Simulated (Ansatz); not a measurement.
Input:

Starting cell, SnSe$_{2}$ (CdI2 type):

```yaml
crystal:
  lattice:
    - [7.68056, 0.00000, 0.00000]
    - [-1.92014, 3.32578, 0.00000]
    - [0.00000, 0.00000, 6.00569]
  atoms:
    - { symbol: Sn, position: [0.00000, 0.00000, 0.00000] }
    - { symbol: Sn, position: [0.50000, 0.00000, 0.00000] }
    - { symbol: Se, position: [0.16667, 0.66667, 0.26533] }
    - { symbol: Se, position: [0.66667, 0.66667, 0.26533] }
    - { symbol: Se, position: [0.33333, 0.33333, 0.73467] }
    - { symbol: Se, position: [0.83333, 0.33333, 0.73467] }
```

In each cell atom 3 (Se, nearest neighbour Sn at 2.730 Å; its periodic images, 3.8 Å or more away, move with it) moves by s·(-0.703, 0.406, -0.584) (towards the nearest neighbour), the rest being held.

Computed with PBE-D3(BJ) (plane waves to 420 eV, PAW, scalar-relativistic; Ansatz, a program for electronic structure). k mesh 4×8×5 (Γ-centred), Fermi-Dirac smearing 0.05 eV. E stands for the smeared free energy. As the smearing reaches across the gap at some points, energies and forces of such displacements shift with the k mesh and the smearing. SnSe2 was relaxed with its symmetry unable to fall. ΔE is measured from the undisplaced structure.

The scan covers s from -0.550 to 0.550 Å in 11 points.

Q: Is this a single well or a double well?

A: A single well with its minimum at or next to zero displacement.

Q: Is the energy the same for displacements of ±0.550 Å, and if not, which side lies higher?

A: Not even: the positive side lies higher at ±0.550 Å. With its periodic images moving along, the atom's site symmetry in this cell is m.

Q: What force acts on the atom along the line at s = -0.550 Å?

A: 1.32 eV/Å.

Q: What is the energy change at s = 0.550 Å?

A: 1629 meV/cell.

Q: What is the force constant k = d²E/ds² of this move at s = 0?

A: 5.39 eV/Å².

(A displaced cell: forces are minus the slopes of the energy, force constants its curvatures, and phonons follow from these.)
